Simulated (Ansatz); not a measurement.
## NbB2 under pressure

Theory: DFT LDA, scalar-relativistic, plane waves, PAW in Ansatz 0.2.0. Settings: 420 eV plane-wave cutoff, Γ-centred 18×18×14 mesh, Fermi-Dirac smearing of 0.15 eV. No spin polarisation. Phonons by linear response, acoustic sum rule imposed.

Relaxed structure:
Space group P6/mmm (No. 191). a = 3.074 Å, b = 3.074 Å, c = 3.278 Å, α = 90.00°, β = 90.00°, γ = 120.00°
```
atom site symmetry x y z
  Nb    1a     6/mmm  0.0000  0.0000  0.0000
   B    2d      -6m2  0.3333  0.6667  0.5000
```

In a metal, frequencies and elastic constants depend on the k mesh and the smearing, soft modes and shear constants most.

The cell is relaxed again at 3 and 10 GPa. How do volume, gap and optical modes at Γ (cm⁻¹, counted from the lowest optical one; a degenerate one stands once) change?

## Answers

```csv
,0 GPa,3 GPa,10 GPa
V/V0,1.000,0.991,0.970
gap (eV),0.00,0.00,0.00
mode 1,434,441,457
mode 3,493,503,524
mode 4,564,571,585
mode 5,815,826,851
```